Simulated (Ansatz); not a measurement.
An element in the bcc structure gives these cold pressures by all-electron LAPW under PBE (Ansatz 0.2.0, scalar-relativistic, no spin polarisation).

```tsv
V (Å³/atom)	P (GPa)
63.44	-0.01
58.37	0.80
53.29	1.90
48.22	3.44
43.14	5.57
38.07	8.43
32.99	13.21
28.55	19.97
```

Problem. Which element is it?

Solution. Ba. Its zero-pressure volume in this structure is near 63.4 Å³/atom; the volume and the steepness of P(V) together point to it, though neighbours can come close. Neighbours weren't tried against these numbers.
